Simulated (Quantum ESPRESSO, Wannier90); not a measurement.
## Wannierisation of SnF4 (I4/mmm)

```yaml
crystal:
  lattice:
    - [4.07831, 0.00000, 0.00000]
    - [0.00000, 4.07831, 0.00000]
    - [-2.03916, -2.03916, 3.88465]
  atoms:
    - { symbol: Sn, position: [0.00000, 0.00000, 0.00000] }
    - { symbol: F, position: [0.75561, 0.75561, 0.51122] }
    - { symbol: F, position: [0.24439, 0.24439, 0.48878] }
    - { symbol: F, position: [0.00000, 0.50000, 0.00000] }
    - { symbol: F, position: [0.50000, 0.00000, 0.00000] }
```

Structure: Materials Project mp-2706, symmetrised, not relaxed again. COD (Crystallography Open Database) has an entry of this formula and space group (matched by these alone). Computed values, not measurements, from PBEsol: Quantum ESPRESSO (norm-conserving PseudoDojo potentials, cutoff 68 Ry, no spin polarisation, no spin-orbit coupling) on a Γ-centred 6×6×6 mesh, then Wannier90. Density: 8×8×8 mesh, cold smearing 0.01 Ry. The cell is built of weakly bound layers, chains or molecules. Database cells relaxed without dispersion often hold them too far apart, which can enlarge gaps and weakens couplings between them; spacing and stacking were not compared with the measured crystal. Spin-orbit coupling is left out although heavy elements are present.

Functional, cutoff and mesh named above are those of the base row (68); the first column says what each row takes instead. Model: 16 functions from bands 1-4,10-21, start SCDM (isolated) (the valence bands). Energies are relative to the valence-band maximum; the misfit is to pw.x on a path, for all bands of the set. Only the plane-wave cutoff changes (density cutoff four times as high). Ω_total can sit in another minimum from row to row; Ω_I of an isolated set cannot. A star marks runs that hit the step limit.

```json
[
 {"ecutwfc (Ry)": "34", "Ω_I (Å²)": "9.17", "Ω_total (Å²)": "10.34", "rms misfit (meV)": "30", "gap (eV)": "2.824", "ΔE to highest cutoff (meV/atom)": "13158.9", "plane waves a k-point, about (cost)": "1500", "rough cost of nscf and overlaps (first row = 1)": "1.0"},
 {"ecutwfc (Ry)": "42", "Ω_I (Å²)": "9.34", "Ω_total (Å²)": "10.55*", "rms misfit (meV)": "14", "gap (eV)": "3.084", "ΔE to highest cutoff (meV/atom)": "4190.5", "plane waves a k-point, about (cost)": "2000", "rough cost of nscf and overlaps (first row = 1)": "1.3"},
 {"ecutwfc (Ry)": "51", "Ω_I (Å²)": "9.61", "Ω_total (Å²)": "10.84*", "rms misfit (meV)": "3.9", "gap (eV)": "3.143", "ΔE to highest cutoff (meV/atom)": "970.5", "plane waves a k-point, about (cost)": "2700", "rough cost of nscf and overlaps (first row = 1)": "1.9"},
 {"ecutwfc (Ry)": "68", "Ω_I (Å²)": "___", "Ω_total (Å²)": "10.99*", "rms misfit (meV)": "0.3", "gap (eV)": "3.190", "ΔE to highest cutoff (meV/atom)": "___", "plane waves a k-point, about (cost)": "4100", "rough cost of nscf and overlaps (first row = 1)": "3"},
 {"ecutwfc (Ry)": "84", "Ω_I (Å²)": "9.75", "Ω_total (Å²)": "11.01", "rms misfit (meV)": "0.3", "gap (eV)": "3.190", "ΔE to highest cutoff (meV/atom)": "0.4", "plane waves a k-point, about (cost)": "5700", "rough cost of nscf and overlaps (first row = 1)": "4"},
 {"ecutwfc (Ry)": "105", "Ω_I (Å²)": "9.75", "Ω_total (Å²)": "11.00", "rms misfit (meV)": "0.2", "gap (eV)": "3.190", "ΔE to highest cutoff (meV/atom)": "0.0", "plane waves a k-point, about (cost)": "7900", "rough cost of nscf and overlaps (first row = 1)": "5"}
]
```

**Question.** Some entries are withheld; supply them.

**Answer.** 
- 68, Ω_I (Å²): 9.74
- 68, ΔE to highest cutoff (meV/atom): 27.0
